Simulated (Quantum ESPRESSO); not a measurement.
SrCuTeF is taken in the tetragonal space group P4/nmm, origin choice 1 (No. 129), Pearson symbol tP8. Conventional cell: a = b = 4.276 Å, c = 9.222 Å, α = β = γ = 90.00°. F on 2a is surrounded by 4 Sr at 2.534 Å (tetrahedral). Cu on 2b sees 4 Te at 2.672 Å and 4 Cu at 3.024 Å and 4 Sr at 3.891 Å. Sr on 2c sees 4 F at 2.534 Å and 4 Te at 3.444 Å and 4 Cu at 3.891 Å. Te on 2c is coordinated by 4 Cu at 2.672 Å and 4 Sr at 3.444 Å. (Neighbours: up to the widest gap in distance over summed covalent radii, below 1.35, at either atom; cation-cation contacts left out.)

The geometry is that of Materials Project entry mp-1091416, symmetrised and not relaxed again.

Q: What does PBEsol (pw.x of Quantum ESPRESSO, ONCV potentials, without SOC) give for the electronic structure near the Fermi level?

A: The PBEsol gap is direct, 1.43 eV at Γ. Another valence extremum on the path lies within 0.02 eV, too close to call. Spin-orbit coupling is left out, which matters for elements this heavy: edges can move by tenths of an eV. The filled Cu 3d shell has no Hubbard U; semilocal functionals place it too high.

The structure is a Materials Project entry; no match was found in the copy of COD used, and its stability was not checked.
